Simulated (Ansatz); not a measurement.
Yb:
```
CELL_PARAMETERS angstrom
      3.65497     0.00000     0.00000
     -1.82748     3.16529     0.00000
      0.00000     0.00000     6.03498
ATOMIC_POSITIONS crystal
  Yb 0.66667 0.33333 0.75000
  Yb 0.33333 0.66667 0.25000
```

Relaxed with r²SCAN.

Question: Map the valence electron density (e/Å³), cut off at 3 on the plane through (0.667, 0.333, 0.750) spanned by u = [1, 1, 0] and v = [1, -1, 0] in lattice vectors, from plane-wave PAW r²SCAN (Ansatz code).

Answer: x is the fraction of u, y of v (the angle between them is 90°; rows are the nearest grid lines); atoms in the plane: Yb at (0.00, 0.00), Yb at (0.50, 0.50).
```
|@@@@+.       .+@@@@|
|@@@@=.       .=@@@@|
|@@@=.         .=@@@|
|*+-.           .-+*|
|                   |
|                   |
|                   |
|                   |
|       .....       |
|     .=@@@@@=.     |
|     -@@@@@@@-     |
|    .=@@@@@@@=.    |
|    .=@@@@@@@=.    |
|     -@@@@@@@-     |
|     .=@@@@@=.     |
|       .....       |
|                   |
|                   |
|                   |
|                   |
|*+-.           .-+*|
|@@@=.         .=@@@|
|@@@@=.       .=@@@@|
|@@@@+.       .+@@@@|
```
Scale: ten equal steps from 0.077 (start of ' ') to 3.00 (end of '@'), in the order ' .:-=+*#%@'; x runs from 0.000 to 1.00, y from 0.000 (bottom) to 1.00 (top).

The density is the valence pseudo-density with augmentation charge, so density and ELF within about 1 Å of a nucleus are not all-electron values.

Space group P6_3/mmc (hcp (Mg type)). The workflow started from a Materials Project entry (that database holds measured and hypothetical structures alike); the Crystallography Open Database files this formula in space group No. 194, but the cells were not matched. It is not the phase usual at ambient conditions (space group No. 225). The r²SCAN relaxation kept the symmetry of its start; its stability against distortions is not shown here. The run is not spin-polarised. The 4f shell is in the valence. No Hubbard U is applied. Spin–orbit coupling is left out wherever it is not named.

Potentials: the later of the program's two PAW sets.
